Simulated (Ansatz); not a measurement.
Starting cell, Y (hcp, Mg type):

```yaml
crystal:
  lattice:
    - [7.36515, 0.00000, 0.00000]
    - [-1.84129, 3.18920, 0.00000]
    - [0.00000, 0.00000, 5.69848]
  atoms:
    - { symbol: Y, position: [0.16667, 0.66667, 0.75000] }
    - { symbol: Y, position: [0.66667, 0.66667, 0.75000] }
    - { symbol: Y, position: [0.33333, 0.33333, 0.25000] }
    - { symbol: Y, position: [0.83333, 0.33333, 0.25000] }
```

In this cell atom 2 (Y, nearest neighbour Y at 3.555 Å; its periodic images, 3.7 Å or more away, move with it) is moved by s along Cartesian [110], unit vector (0.707, 0.707, 0.000); all other atoms and the cell stay fixed.

Calculation: r2SCAN (plane waves to 500 eV, PAW, scalar-relativistic; Ansatz, a program for electronic structure). k mesh 6×12×7 (Γ-centred), Fermi-Dirac smearing 0.05 eV. With partly filled bands, energies and forces of such displacements shift with the k mesh and the smearing. F∥ is the force on the atom along that direction. F⊥ is the part of the force across the line. Y is run without spin polarisation. Y was relaxed with its symmetry unable to fall. 

```
s (Å)   F∥ (eV/Å)  |F⊥| (eV/Å)
------  ---------  -----------
-0.360      1.287          ___
-0.288      1.026        0.093
-0.216      0.769        0.068
-0.144      0.514        0.044
-0.072      0.257          ___
0.000       0.000        0.000
0.072      -0.254          ___
0.144      -0.498        0.028
0.216      -0.726          ___
0.288      -0.936        0.030
0.360      -1.134          ___
```

Some entries are withheld; supply them.


- -0.360, |F⊥| (eV/Å): 0.122
- -0.072, |F⊥| (eV/Å): 0.021
- 0.072, |F⊥| (eV/Å): 0.017
- 0.216, |F⊥| (eV/Å): 0.033
- 0.360, |F⊥| (eV/Å): 0.021

(For displaced atoms, the force is minus the slope of the energy, and its curvature is a force constant, which sets phonon frequencies.)
